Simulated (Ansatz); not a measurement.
AlSiCN:
```xyz
4
Lattice="3.0940 0.0000 0.0000 -1.5470 2.6795 0.0000 0.0000 0.0000 5.0268" Properties=species:S:1:pos:R:3 pbc="T T T"
Al     0.0000     1.7863     2.5496
Si     1.5470     0.8932     5.0133
C      0.0000     1.7863     0.5452
N      1.5470     0.8932     3.2022
```

Relaxed with PBEsol.

Q: Which orbitals make up the states near the band edges in PBEsol (plane waves, PAW; program Ansatz)?

A: Top 1 eV of the valence band: C 2p 61 %, N 2p 22 %, Si 3p 8 %. Bottom 1 eV of the conduction band: Si 3p 27 %, Al 3p 24 %, N 2s 7 %, C 2s 6 %, N 2p 6 %, C 2p 6 %, outside the projected shells 19 %. Projections are on Löwdin-orthogonalised atomic valence shells; empty p or d shells of many metals are not among them.

Q: Tabulate the density of states.

A: States/eV per cell of 4 atoms, in 0.25 eV bins, energy from the valence-band maximum.

```csv
E (eV),total,N 2p,C 2p,Si 3p
-7.85,0.03,0.00,0.01,0.00
-7.60,0.43,0.08,0.15,0.06
-7.35,0.97,0.20,0.32,0.12
-7.10,1.13,0.25,0.35,0.13
-6.85,1.15,0.29,0.33,0.14
-6.60,1.37,0.42,0.33,0.15
-6.35,1.62,0.63,0.30,0.15
-6.10,1.22,0.54,0.19,0.09
-5.85,1.52,0.67,0.23,0.14
-5.60,1.42,0.64,0.20,0.11
-5.35,1.58,0.70,0.24,0.16
-5.10,0.99,0.42,0.18,0.12
-4.85,1.71,0.78,0.31,0.23
-4.60,1.49,0.66,0.30,0.22
-4.35,1.42,0.62,0.31,0.22
-4.10,1.47,0.63,0.33,0.23
-3.85,1.67,0.72,0.40,0.25
-3.60,1.73,0.76,0.42,0.25
-3.35,2.00,0.94,0.48,0.28
-3.10,2.13,1.07,0.48,0.28
-2.85,2.02,1.03,0.46,0.26
-2.60,1.87,0.91,0.48,0.24
-2.35,1.60,0.75,0.46,0.18
-2.10,1.84,0.79,0.62,0.18
-1.85,2.18,0.77,0.90,0.21
-1.60,1.87,0.47,0.95,0.19
-1.35,2.61,0.67,1.37,0.22
-1.10,3.15,0.82,1.72,0.23
-0.85,1.82,0.46,1.04,0.14
-0.60,1.10,0.26,0.68,0.09
-0.35,0.63,0.09,0.45,0.06
-0.10,0.26,0.02,0.20,0.02
0.15,0.00,0.00,0.00,0.00
0.40,0.00,0.00,0.00,0.00
0.65,0.00,0.00,0.00,0.00
0.90,0.00,0.00,0.00,0.00
1.15,0.00,0.00,0.00,0.00
1.40,0.00,0.00,0.00,0.00
1.65,0.00,0.00,0.00,0.00
1.90,0.00,0.00,0.00,0.00
2.15,0.00,0.00,0.00,0.00
2.40,0.00,0.00,0.00,0.00
2.65,0.00,0.00,0.00,0.00
2.90,0.00,0.00,0.00,0.00
3.15,0.00,0.00,0.00,0.00
3.40,0.15,0.01,0.00,0.05
3.65,0.53,0.03,0.02,0.16
3.90,0.86,0.05,0.05,0.24
4.15,1.24,0.08,0.08,0.31
4.40,1.43,0.09,0.08,0.31
4.65,1.61,0.11,0.09,0.33
4.90,1.40,0.08,0.09,0.29
5.15,1.46,0.08,0.09,0.30
5.40,1.42,0.08,0.10,0.30
5.65,1.21,0.07,0.11,0.27
5.90,1.54,0.08,0.17,0.38
6.15,1.09,0.06,0.13,0.28
6.40,0.84,0.04,0.09,0.19
6.65,1.06,0.04,0.11,0.22
6.90,1.07,0.07,0.10,0.20
7.15,1.43,0.11,0.13,0.25
7.40,2.48,0.15,0.18,0.52
7.65,2.21,0.15,0.16,0.47
7.90,1.83,0.13,0.12,0.41
8.15,1.76,0.10,0.12,0.32
```

Space group P3m1. The first step of the workflow began from a Materials Project structure, measured or hypothetical; the Crystallography Open Database copy checked does not list it. Its standing as an ambient phase is unchecked. The cell was relaxed with PBEsol under the symmetry of its start; phonons on a q-mesh show no instability.

Potentials: the later of the program's two PAW sets.
